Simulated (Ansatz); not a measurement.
**Kick test of a cell of Be2TeI**

The structure comes from a generated guess, relaxed at this level; another structure or a mixture of phases may lie lower.

All numbers below come from DFT PBE, scalar-relativistic, plane waves, PAW in Ansatz 0.2.0. Cutoff 420 eV; k points 12×12×8 on the computed 4-atom cell (Γ-centred); Gaussian smearing, width 0.10 eV; no spin polarisation.

The cell below (4 atoms, space group P-6m2 (No. 187)) is relaxed within its symmetry.

```
Be Te I
1.0
     3.84190    0.00000    0.00000
    -1.92095    3.32718    0.00000
     0.00000    0.00000    6.53703
Be Te I
2 1 1
Direct
  0.66667 0.33333 0.21118
  0.66667 0.33333 0.78882
  0.00000 0.00000 0.00000
  0.33333 0.66667 0.50000
```

For the test a repeat of it with 8 atoms (edges 3.84, 6.54, 6.65 Å) was strained at random (σ = 1.5 % a component), the atoms were moved at random (σ = 0.10 Å), and all was relaxed again on a coarse 6×4×4 mesh (in the run’s order of axes) with 0.20 eV smearing, with no symmetry imposed.

Spin–orbit coupling, which can matter for I and Te, is left out. An odd number of electrons in the primitive cell allows no gap without spin; a larger cell or a magnetic state could open one. The cell is a metal run without spin; a magnetic state may lie lower.

Question: What happens?

Answer: It doesn't return. The energy falls by 276 meV/atom on that mesh, the volume changes by 22.4 %, and the end has space group Cm (No. 8) at a loose tolerance. Relaxed again on a 14×14×6 mesh with 0.10 eV smearing, the new structure lies 275 meV/atom below the first (mesh in the axes of the run's cell; the cell below is made exact in the group named). Space group P3m1 (No. 156), trigonal, a = 3.975 Å, c = 7.623 Å. Around Be on its first site lie 1 Be at 2.13 Å and 3 Te at 2.34 Å; Be on its second site is surrounded by 1 Be at 2.13 Å and 3 I at 2.56 Å; around Te lie 3 Be at 2.34 Å; I has 3 Be at 2.56 Å.

```xyz
4
Lattice="3.9747 0.0000 0.0000 -1.9873 3.4422 0.0000 0.0000 0.0000 7.6228" Properties=species:S:1:pos:R:3 pbc="T T T"
Be    0.0000    2.2948    7.3444
Be    0.0000    2.2948    1.8502
Te    0.0000    0.0000    6.8702
I     1.9873    1.1474    2.9924
```
